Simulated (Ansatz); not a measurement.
GaN:
```
CELL_PARAMETERS angstrom
      3.17476     0.00000     0.00000
     -1.58738     2.74942     0.00000
      0.00000     0.00000     7.52309
ATOMIC_POSITIONS crystal
  Ga 0.66667 0.33333 0.25000
  Ga 0.33333 0.66667 0.75000
  N  0.00000 0.00000 0.75000
  N  0.00000 0.00000 0.25000
```

Cartesian axes are those of the cell as given.

Q: Give the high-frequency dielectric tensor and the Born effective charge tensors of the independent atoms from DFPT, r²SCAN+D4 in the plane-wave PAW code Ansatz.

A: 
ε∞:
```
5.16  0.00  0.00
0.00  5.16  0.00
0.00  0.00  3.01
```
Z* of atom 1 (Ga), rows: field, columns: displacement, in e:
```
3.07  0.00  0.00
0.00  3.07  0.00
0.00  0.00  0.96
```
Z* of atom 3 (N), rows: field, columns: displacement, in e:
```
-3.07   0.00   0.00
 0.00  -3.07   0.00
 0.00   0.00  -0.96
```

Static charges for comparison (Bader): Ga1 +1.61, N3 -1.61 e. Born charges measure polarisation by displacement and can exceed these by far.

Space group P6_3/mmc. The workflow started from a Materials Project entry (that database holds measured and hypothetical structures alike); the Crystallography Open Database copy checked does not list it. It is not the phase usual at ambient conditions (space group No. 186, 216). Symmetry was held in the r²SCAN+D4 relaxation; phonons on a q-mesh show weakly imaginary modes. Scalar-relativistic: spin–orbit coupling is off unless named, which matters more the heavier the elements.

Potentials: the earlier of the program's two PAW sets.
